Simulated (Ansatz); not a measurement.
SiSnGeC (R3m), relaxed with PBE (Ansatz, a first-principles code, plane waves, PAW): a = b = 3.7694 Å, c = 18.5584 Å, α = β = 90.00°, γ = 120.00°.

| Quantity | Value |
|---|---|
| ΔH_f (eV/atom) | 0.40 |

Q: The same phase is relaxed and computed with PBEsol in the same code. What are the cell and these values now?

A: a = b = 3.7251 Å, c = 18.3606 Å, α = β = 90.00°, γ = 120.00°.

* **ΔH_f (eV/atom)**: 0.38

Typed or built starts, not in the databases checked: SiSnGeC, R3m (C on 3a, Si on 3a, Ge on 3a, Sn on 3a). All cells were relaxed under the symmetry of their starts (and spin orders); stability against distortions was not tested throughout. Scalar-relativistic: spin–orbit coupling is off unless named, which matters more the heavier the elements.

Potentials: the later of the program's two PAW sets.

Ansatz is a plane-wave DFT program.

Formation energies count from the lowest solids of the elements computed at the same level, not from gases.
